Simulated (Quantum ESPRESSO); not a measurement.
# Au3MoTa3V: a curve over one atom's position

A calculation, not a measurement. The program is pw.x of Quantum ESPRESSO 7.5 (plane-wave density functional theory). The cell is made up: eight metal atoms on a hexagonal close-packed lattice, with elements, volume, strain and displacements drawn at random and not relaxed, so it may be unstable or far from any real phase. PseudoDojo standard norm-conserving files set the functional (PBE unless stated); there is no spin polarisation or spin-orbit coupling, the Fermi-Dirac width of 0.25 eV means electrons at about 2900 K, and the masses in the input are unused placeholders. Heavy elements are run without spin-orbit coupling, which real alloys of them have. A spin test at this wide smearing found no moment, but such smearing suppresses magnetism that the real alloy may have.

Seven runs move atom 4 (Ta, counted in the order of the input) along y and keep all else fixed.

Input of the run at -0.0213:

```
&control calculation='scf', pseudo_dir='./dojo.nc.sr.pbe.v0_5.standard.upf', outdir='./o', disk_io='minimal', tprnfor=.true., tstress=.true. /
&system ibrav=0, nat=8, ntyp=4, nbnd=76, ecutwfc=84.00895049, nosym=.true., tot_charge=0,
 occupations='smearing', smearing='fd', degauss=0.0183746611
/
&electrons conv_thr=1.470e-08, electron_maxstep=70, mixing_beta=0.5 /
ATOMIC_SPECIES
Au 1.0 Au.upf
Mo 1.0 Mo.upf
Ta 1.0 Ta.upf
V 1.0 V.upf
CELL_PARAMETERS angstrom
0.0521 0.023 4.8466
5.6834 -0.0147 0.0623
-2.8544 4.8807 -0.0074
ATOMIC_POSITIONS angstrom
Au -0.0951 0.1536 0.0037
Mo -1.4074 2.4208 -0.0578
Au 2.8386 0.1808 -0.0457
Ta 1.5112 2.4446 -0.0055
Ta -0.0678 1.6952 2.37
Ta -1.4831 4.0943 2.4044
V 2.7711 1.7205 2.5008
Au 1.3514 4.1097 2.4268
K_POINTS automatic
5 5 5 1 1 1
```

| shift of atom 4 along y (Å) | free energy less that of the input shown (eV) | Fx on atom 4 (eV/Å) | Fy on atom 4 (eV/Å) | Fz on atom 4 (eV/Å) | pressure (GPa) | iterations |
| --- | --- | --- | --- | --- | --- | --- |
| -0.0726 | 0.0921 | -0.582 | 2.083 | 0.045 | 7.90 | 22 |
| -0.0544 | 0.0561 | -0.557 | 1.878 | 0.044 | 7.73 | 22 |
| -0.0407 | 0.0314 | -0.541 | 1.726 | 0.043 | 7.63 | 22 |
| -0.0312 | 0.0155 | -0.530 | 1.620 | 0.043 | 7.56 | 22 |
| -0.0213 | 0.0000 | -0.519 | 1.511 | 0.043 | 7.49 | 21 |
| +0.0651 | -0.0895 | -0.457 | 0.558 | 0.041 | 7.11 | 20 |

Question: one run is left out of the table, at +0.0376. Estimate its Fy on atom 4 (eV/Å).

Answer: 0.864. The whole row:

```
shift of atom 4 along y (Å)  free energy less that of the input shown (eV)  Fx on atom 4 (eV/Å)  Fy on atom 4 (eV/Å)  Fz on atom 4 (eV/Å)  pressure (GPa)  iterations
                    +0.0376                                        -0.0700               -0.471                0.864                0.041            7.19          19
```

A cubic fit gives dFy/dy = -10.97 eV/Å² at zero shift. Across the table the energy follows minus the integral of the force to 0.1 meV. A rerun of one of the cells at a higher cutoff and on a denser mesh moved values by no more than 0.002 eV in energy, 0.04 GPa in stress and 0.005 eV/Å in force, and a second program with other atomic files agreed on that cell to 2 % rms in force and 0.5 GPa in pressure.